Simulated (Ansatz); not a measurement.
Here is the system:

In7Te10:
```
In7Te10
1.0
    7.63442     4.40773     6.40122
   -7.63442     4.40773     6.40122
    0.00000    -8.81546     6.40122
In Te
14 20
Direct
  0.74653   0.33529   0.17013
  0.17013   0.74653   0.33529
  0.33529   0.17013   0.74653
  0.82987   0.66471   0.25347
  0.66471   0.25347   0.82987
  0.25347   0.82987   0.66471
  0.14895   0.11494   0.42266
  0.42266   0.14895   0.11494
  0.11494   0.42266   0.14895
  0.57734   0.88506   0.85105
  0.88506   0.85105   0.57734
  0.85105   0.57734   0.88506
  0.42700   0.42700   0.42700
  0.57300   0.57300   0.57300
  0.07468   0.66824   0.57062
  0.57062   0.07468   0.66824
  0.66824   0.57062   0.07468
  0.42938   0.33176   0.92532
  0.33176   0.92532   0.42938
  0.92532   0.42938   0.33176
  0.83037   0.16963   0.00000
  0.00000   0.83037   0.16963
  0.16963   0.00000   0.83037
  0.56063   0.22719   0.31929
  0.31929   0.56063   0.22719
  0.22719   0.31929   0.56063
  0.68071   0.77281   0.43937
  0.77281   0.43937   0.68071
  0.43937   0.68071   0.77281
  0.90861   0.09139   0.50000
  0.50000   0.90861   0.09139
  0.09139   0.50000   0.90861
  0.16512   0.16512   0.16512
  0.83488   0.83488   0.83488
```

This is the r²SCAN-relaxed structure. Cartesian axes are those of the cell as given.

Q: All from r²SCAN in the plane-wave PAW code Ansatz, unless another level is named. Estimate the band gap.

A: 1.36 eV (smallest direct gap 1.38 eV).

Q: What about the formation energy from the elements (no fitted shifts)?

A: -0.46 eV/atom.

Q: Give the valence-band maximum.

A: off the standard path, at k = (0.031, 0.167, -0.208).

Q: And the conduction-band minimum?

A: at Γ.

Space group R32. The workflow started from a Materials Project entry (that database holds measured and hypothetical structures alike); the Crystallography Open Database files this formula in space group No. 155, but the cells were not matched. Whether it is the stable phase at ambient conditions was not checked. The r²SCAN relaxation kept the symmetry of its start; its stability against distortions is not shown here. The references are the lowest solids computed at this level, not always the standard phases. Scalar-relativistic: spin–orbit coupling is off unless named, which matters more the heavier the elements.

Potentials: the later of the program's two PAW sets.
